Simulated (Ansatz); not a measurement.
Cu Kα1 powder pattern (kinematic, no thermal factors).
2θ (°) (relative intensity): 12.98 (4), 15.00 (100), 21.27 (35), 25.00 (1), 26.13 (3), 30.26 (25), 33.93 (37), 37.28 (11), 43.32 (13), 46.09 (18), 48.74 (13), 51.29 (5), 53.75 (4), 56.13 (12), 58.45 (11), 62.93 (2), 65.10 (9), 67.23 (5), 69.34 (3), 71.41 (4), 73.45 (4), 75.48 (4), 79.48 (2), 81.46 (4), 83.43 (6), 85.39 (2), 89.30 (7)

The pattern is computed from a structure relaxed with DFT PBE, scalar-relativistic, plane waves, PAW in Ansatz. No spin polarisation. Its elements are C, In, N, Y.

Give the structure.

YInC6N6.
Space group Fm-3m (No. 225). a = 11.806 Å, b = 11.806 Å, c = 11.806 Å, α = 90.00°, β = 90.00°, γ = 90.00°
```json
{"atom": "Y", "site": "4a", "symmetry": "m-3m", "x": "0.0000", "y": "0.0000", "z": "0.0000"}
{"atom": "In", "site": "4b", "symmetry": "m-3m", "x": "0.5000", "y": "0.0000", "z": "0.0000"}
{"atom": "C", "site": "24e", "symmetry": "4m.m", "x": "0.2128", "y": "0.0000", "z": "0.0000"}
{"atom": "N", "site": "24e", "symmetry": "4m.m", "x": "0.3115", "y": "0.0000", "z": "0.0000"}
```

A pattern alone doesn't exclude other cells with like lines; this is the one computed.

Another cell of YInC6N6 relaxed alike, in Fm-3m, lies 97 meV/atom lower, so this cell isn't the stable form at this level.

The structure comes from a generated guess; another structure or a mixture of phases may lie lower.
